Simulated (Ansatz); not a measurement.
A distorted cell of Rh (fcc, Cu type):

```
Rh
1.0
    3.83006     0.00000     0.00000
    0.00000     3.83006     0.00000
    0.00000     0.00000     3.83006
Rh
4
Cartesian
  0.27000   0.00000   0.00000
  1.91503   1.91503   0.00000
  1.91503   0.00000   1.91503
  0.00000   1.91503   1.91503
```

The numbers are results of PBE (plane waves to 420 eV, PAW, scalar-relativistic; Ansatz, a program for electronic structure), not measurements. k mesh 10×10×10 (Γ-centred), Fermi-Dirac smearing 0.05 eV. E stands for the smeared free energy. Stress and pressure are positive under compression. With partly filled bands, energies and forces of such displacements shift with the k mesh and the smearing. Rh is run without spin polarisation. Rh was relaxed with its symmetry unable to fall.

Question: Predict the force on every atom, in eV/Å.

Answer: 
```tsv
atom	Fx	Fy	Fz
Rh1	-3.068	0.000	0.000
Rh2	1.356	0.000	0.000
Rh3	1.356	0.000	0.000
Rh4	0.356	0.000	0.000
```

Question: What is the stress tensor (GPa)?

Answer: 
```
    6.2      0.0      0.0
    0.0      4.2      0.0
    0.0      0.0      4.2
```
The pressure, a third of the trace, is 4.9 GPa.

Question: In it atom 1 sits (0.270, 0.000, 0.000) Å away from its relaxed site. What is its energy relative to the relaxed cell?

Answer: 402 meV/cell.

(For displaced atoms, the force is minus the slope of the energy, and its curvature is a force constant, which sets phonon frequencies.)
